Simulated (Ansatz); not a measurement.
The cell is PtSTe as a Janus 1T monolayer; cell and atoms were relaxed with r2SCAN. In-plane lattice: a = 3.773 Å, b = 3.773 Å, γ = 120.0°; thickness between the outer nuclei 2.64 Å. Around Pt lie 3 S at 2.49 Å and 3 Te at 2.61 Å; around S lie 3 Pt at 2.49 Å; around Te lie 3 Pt at 2.61 Å.

```yaml
crystal:
  lattice:
    - [3.77339, 0.00000, 0.00000]
    - [-1.88669, 3.26785, 0.00000]
    - [0.00000, 0.00000, 30.10577]
  atoms:
    - { symbol: Pt, position: [0.00000, 0.00000, 0.30152] }
    - { symbol: S, position: [0.33333, 0.66667, 0.34150] }
    - { symbol: Te, position: [0.66667, 0.33333, 0.25382] }
```
The sheet repeats along a and b alone.

5 runs of Ansatz on this cell differ in the functional (and in the settings that go with it). Levels are in eV from each run's valence top; v1 is the last filled band, c1 the first empty one.

Run A, mean stress -2.4 N/m (compression positive):

| point | v5 | v3 | v1 | c1 | c2 | c3 |
| --- | --- | --- | --- | --- | --- | --- |
| Γ | -3.09 | -0.50 | -0.05 | 2.90 | 2.90 | 3.94 |
| M | -2.62 | -2.23 | -1.39 | 2.11 | 2.49 | 3.92 |
| K | -3.41 | -2.14 | -1.01 | 0.89 | 2.07 | 5.09 |

Run B, mean stress -1.1 N/m (compression positive):

| point | v5 | v3 | v1 | c1 | c2 | c3 |
| --- | --- | --- | --- | --- | --- | --- |
| Γ | -3.94 | -0.57 | 0.00 | 4.30 | 4.30 | 5.16 |
| M | -3.52 | -2.77 | -1.60 | 3.55 | 3.91 | 5.53 |
| K | -4.00 | -2.46 | -1.51 | 2.15 | 3.54 | 6.80 |

Run C, mean stress +1.3 N/m (compression positive):

| point | v5 | v3 | v1 | c1 | c2 | c3 |
| --- | --- | --- | --- | --- | --- | --- |
| Γ | -3.09 | -0.48 | -0.04 | 2.93 | 2.93 | 3.93 |
| M | -2.63 | -2.21 | -1.38 | 2.15 | 2.52 | 4.02 |
| K | -3.40 | -2.11 | -1.02 | 0.93 | 2.13 | 5.17 |

Run D, mean stress 0.0 N/m (compression positive):

| point | v5 | v3 | v1 | c1 | c2 | c3 |
| --- | --- | --- | --- | --- | --- | --- |
| Γ | -3.27 | -0.46 | -0.05 | 3.11 | 3.11 | 4.51 |
| M | -2.82 | -2.35 | -1.41 | 2.34 | 2.69 | 4.38 |
| K | -3.52 | -2.20 | -1.09 | 1.07 | 2.32 | 5.56 |

Run E, mean stress -0.8 N/m (compression positive):

| point | v5 | v3 | v1 | c1 | c2 | c3 |
| --- | --- | --- | --- | --- | --- | --- |
| Γ | -3.57 | -0.48 | 0.00 | 3.65 | 3.65 | 4.94 |
| M | -3.13 | -2.54 | -1.47 | 2.89 | 3.24 | 4.94 |
| K | -3.73 | -2.31 | -1.25 | 1.55 | 2.87 | 6.17 |

Q: Match the runs to LDA, PBE, r2SCAN, r2SCANh, PBE0.

A: A is LDA, B is PBE0, C is PBE, D is r2SCAN, E is r2SCANh. In order of the gap: LDA 0.89, PBE 0.93, r2SCAN 1.07, r2SCANh 1.55, PBE0 2.15 eV. The stress vanishes for r2SCAN, which relaxed the cell.

These are computed values for a spin-unpolarised cell that may be hypothetical; none is a measurement.

Spin-orbit coupling is left out, which matters wherever the heavy atoms make up the band edges.

The stress of a hybrid is loosely converged in these runs.

The meshes of the hybrids are coarse, so their gaps aren't converged to the digits shown.

For some runs the program warns that the potential is rough where the density is thin, which bears on empty states near the vacuum.
